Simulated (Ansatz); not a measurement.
InP in space group P6_3mc (No. 186; In on 2b, P on 2b, In on 2a, P on 2a), r²SCAN (plane waves, PAW; program Ansatz), all energies at zero smearing, with the estimated change up to a 700 eV cutoff added, with one set of potentials and settings (totals compare only within such a set). Cell of 8 atoms (4 In, 4 P): -25486.940 eV.

```tsv
element	reference phase	E (eV/atom)
In	I4/mmm, 1 atoms in the cell	-5611.8204
P	Cmce, 4 atoms in the cell	-759.1646
```

Formation energy per atom, worked out: (-25486.940 − 4×(-5611.8204) − 4×(-759.1646))/8 = -0.375 eV/atom (-36 kJ per mol of atoms), at 0 K, without zero-point energy or fitted corrections.

The start of the workflow was typed in or built on a structure type; the Crystallography Open Database copy checked does not list it. It is not the phase usual at ambient conditions (space group No. 216). The r²SCAN relaxation kept the symmetry of its start; its stability against distortions is not shown here. The references are the lowest solids computed at this level, not always the standard phases.

Potentials: the later of the program's two PAW sets.
